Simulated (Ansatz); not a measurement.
Task: Each is relaxed and computed with plane-wave PAW LDA (Ansatz code). Which is the only metal?
A. Mo2C, P-3m1 (Mo on 2d, C on 1b)
B. MoSe2, P6_3/mmc (Mo on 2c, Se on 4f)
C. MoSeS, P-6m2 (Mo on 1c, Mo on 1f, Se on 2h, S on 2i)
D. NiH2O2, P-3m1 (Ni on 1a, H on 2d, O on 2d)

Result: A, Mo2C, P-3m1 (Mo on 2d, C on 1b). Mo2C: metal; MoSeS: gap 0.69 eV (indirect); MoSe2: gap 0.72 eV (indirect); NiH2O2: gap 0.90 eV (indirect). Spin orders computed, not proven ground states: NiH2O2, P-3m1 (Ni on 1a, H on 2d, O on 2d) antiferromagnetic. Standing as an ambient phase not checked: Mo2C, P-3m1 (Mo on 2d, C on 1b); MoSeS, P-6m2 (Mo on 1c, Mo on 1f, Se on 2h, S on 2i); NiH2O2, P-3m1 (Ni on 1a, H on 2d, O on 2d). Weakly bound layers, chains or molecules computed without a dispersion correction, so cells and soft constants are ill determined: MoSeS, P-6m2 (Mo on 1c, Mo on 1f, Se on 2h, S on 2i); MoSe2, P6_3/mmc (Mo on 2c, Se on 4f); NiH2O2, P-3m1 (Ni on 1a, H on 2d, O on 2d). Perhaps ordered models of mixed-site phases: MoSeS, P-6m2 (Mo on 1c, Mo on 1f, Se on 2h, S on 2i). All cells were relaxed under the symmetry of their starts (and spin orders); stability against distortions was not tested throughout. Cells of antiferromagnets are given as chemical subcells. Rows with no word on spin ran without spin polarisation. No Hubbard U is applied. Spin–orbit coupling is left out wherever it is not named.

Potentials: the later of the program's two PAW sets.
